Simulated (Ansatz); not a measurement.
A crystal relaxed with r2SCAN in the PAW code Ansatz has space group I-4m2 (No. 119) and a = 3.955 Å, c = 16.783 Å.

```
atom  site       x       y       z
   P    2a  0.0000  0.0000  0.0000
  Ga    4f  0.0000  0.5000  0.0795
  Xx    4e  0.5000  0.5000  0.1648
  Ga    2d  0.5000  0.0000  0.2500
```

r2SCAN gives a direct gap of 1.37 eV at Γ. HSE06 gives a direct gap of 1.77 eV at Γ. With PBE the gap is 0.87 eV and direct, at Γ. Meshes: r2SCAN 10×10×10, HSE06 6×6×6, PBE 10×10×10.

Q: Which element is Xx?
A. N
B. Bi
C. As
D. Sb

A: C. Xx is As: Ga3As2P, ordered on the zincblende lattice (I-4m2) with 6 atoms a cell. P has 4 Ga at 2.39 Å; Ga has 2 P at 2.39 Å and 2 As at 2.44 Å; As has 4 Ga at 2.44 Å; Ga has 4 As at 2.44 Å.

Values at 0 K without nuclear motion; spin polarisation is off, and the phase may be a hypothetical one.

The runs are scalar-relativistic, without spin-orbit coupling.
